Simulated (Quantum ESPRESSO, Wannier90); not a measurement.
**Wannier functions of Cu (hcp (Mg type), model phase)**

```
begin unit_cell_cart
ang
    2.5341000105    0.0000000000    0.0000000000
   -1.2670500053    2.1945949848    0.0000000000
    0.0000000000    0.0000000000    4.1125700000
end unit_cell_cart
begin atoms_frac
Cu   0.3333333333 -0.3333333333  0.2500000000
Cu  -0.3333333333  0.3333333333 -0.2500000000
end atoms_frac
```

Cell from Materials Project (mp-989782), symmetrised, no further relaxation. This isn't the element's usual structure (fcc); take it as a model of another phase. Method: LDA plane waves in Quantum ESPRESSO 7.5 (PseudoDojo norm-conserving files, 74 Ry, no spin polarisation, no spin-orbit coupling), Bloch states on a 12×12×6 mesh through Γ, Wannier90 4.0.1. Density: 18×18×10 mesh, cold smearing 0.01 Ry.

A tight-binding model is made by disentanglement and projection with no localisation steps (num_iter = 0), so the 18 orbitals stay atom-like: hydrogen-like Cu: s;p;d, axes along x, y, z; frozen window up to 1.50 eV relative to the Fermi level. It follows pw.x to 4.4 meV rms for states up to 1.0 eV relative to the Fermi level. Matrix elements depend on this choice of orbitals and windows.

Problem. What are the on-site energies relative to the Fermi level, and how fast do the hoppings decay?

Solution. 
```csv
atom,orbitals,energy (eV)
Cu1,s,6.14
Cu1,pz,12.90
Cu1,px py,12.93
Cu1,dz2,-2.88
Cu1,dxz dyz,-2.82
Cu1,dx2-y2 dxy,-2.84
Cu2,s,6.14
Cu2,pz,12.90
Cu2,px py,12.93
Cu2,dz2,-2.88
Cu2,dxz dyz,-2.82
Cu2,dx2-y2 dxy,-2.84
```

| distance of the centres (Å) | largest modulus (eV) |
|---|---|
| 2–3 | 3.5 |
| 3–4 | 0.25 |
| 4–5 | 0.27 |
| 5–6 | 0.29 |
| 6–7 | 0.053 |
| 7–8 | 0.042 |
| 8–9 | 0.018 |
| 9–10 | 0.010 |
| 10–11 | 0.0056 |
| 11–12 | 0.0040 |
